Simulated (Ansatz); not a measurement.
## Ba2Tl5V3O12 and the effect of the dispersion correction

The cell as given:

```cif
data_structure
_symmetry_space_group_name_H-M 'P 1'
_symmetry_Int_Tables_number 1
_cell_length_a 9.3114
_cell_length_b 9.3114
_cell_length_c 6.0793
_cell_angle_alpha 103.321
_cell_angle_beta 103.321
_cell_angle_gamma 91.626
_cell_volume 497.26
loop_
_atom_site_label
_atom_site_type_symbol
_atom_site_fract_x
_atom_site_fract_y
_atom_site_fract_z
_atom_site_occupancy
Ba1 Ba 0.47917 0.52083 0.00000 1
Ba2 Ba 0.79264 0.20736 0.00000 1
V1 V 0.65694 0.94605 0.25735 1
V2 V 0.05395 0.34306 0.74265 1
V3 V 0.57442 0.42558 0.50000 1
Tl1 Tl 0.49835 0.85629 0.63726 1
Tl2 Tl 0.14371 0.50165 0.36274 1
Tl3 Tl 0.01508 0.98492 0.50000 1
Tl4 Tl 0.30964 0.12677 0.21892 1
Tl5 Tl 0.87323 0.69036 0.78108 1
O1 O 0.00390 0.26325 0.44275 1
O2 O 0.59719 0.60676 0.67706 1
O3 O 0.91333 0.42820 0.84635 1
O4 O 0.52536 0.79943 0.20594 1
O5 O 0.68766 0.41628 0.31356 1
O6 O 0.09251 0.20316 0.88601 1
O7 O 0.58372 0.31234 0.68644 1
O8 O 0.79684 0.90749 0.11399 1
O9 O 0.57180 0.08667 0.15365 1
O10 O 0.20057 0.47464 0.79406 1
O11 O 0.73675 0.99610 0.55725 1
O12 O 0.39324 0.40281 0.32294 1
```

The cell comes from a database or a generator and needn't be the stable form of this composition.

Kept alike: task relaxation of cell and atoms; functional PBE; k mesh 2 × 2 × 4; occupations fermi-dirac, width 0.05 eV; collinear spin, ferromagnetic start. Program: Ansatz, Ansatz PAW, cutoff 420 eV. The mesh is that of the run's cell of 22 atoms. No spin-orbit coupling.

```csv
dispersion correction,band gap (eV),volume (Å³/atom),first edge of the run's cell (Å),third edge of the run's cell (Å)
D3(BJ),2.737,21.012,8.995,6.054
D3(BJ)-ATM,2.754,21.166,9.026,6.057
D4,2.790,21.351,9.089,6.032
```

Spin-orbit coupling, left out here, moves the band edges of heavy atoms and can close or invert small gaps. Gaps hold for each row's own relaxed cell. Relaxations stop with a little pressure left, so the last digits of a volume or edge aren't settled. Ansatz's relaxations hold a Pulay term in the stress (up to 0.3 GPa here). The moments vanished: the runs ended non-magnetic. A gap read on the mesh alone can miss an edge between its points.

**Question.** What does the dispersion correction change here?

**Answer.** The band gap runs from 2.737 (D3(BJ)) to 2.790 eV (D4). The volume runs from 21.012 (D3(BJ)) to 21.351 Å³/atom (D4). The first edge of the run's cell runs from 8.995 (D3(BJ)) to 9.089 Å (D4). The third edge of the run's cell runs from 6.032 (D4) to 6.057 Å (D3(BJ)-ATM).
